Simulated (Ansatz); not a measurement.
AlCo (CsCl type), relaxed with LDA (Ansatz, a quantum-chemistry and plane-wave program, plane waves, PAW): a = b = c = 2.7938 Å, α = β = γ = 90.00°.

```
Item                                  Result
------------------------------------  ------
ΔH_f (eV/atom)                         -0.68
B₀ by P(V) fit (GPa)                     208
K_Hill (GPa)                             208
G_Hill (GPa)                             125
highest Γ mode, no LO–TO term (cm⁻¹)     346
Θ_D (K)                                  653
```

The same phase is relaxed and computed with PBE in the same code. What are the cell and these values now?

a = 2.852 Å, b = 2.852 Å, c = 2.852 Å, α = 90.00°, β = 90.00°, γ = 90.00°.

- ΔH_f (eV/atom): -0.59
- B₀ by P(V) fit (GPa): 179
- K_Hill (GPa): 179
- G_Hill (GPa): 110
- highest Γ mode, no LO–TO term (cm⁻¹): 326
- Θ_D (K): 618

All cells were relaxed under the symmetry of their starts (and spin orders); stability against distortions was not tested throughout. Rows with no word on spin ran without spin polarisation.

Potentials: the later of the program's two PAW sets.

Ansatz is a plane-wave DFT program.

Formation energies count from the lowest solids of the elements computed at the same level, not from gases.
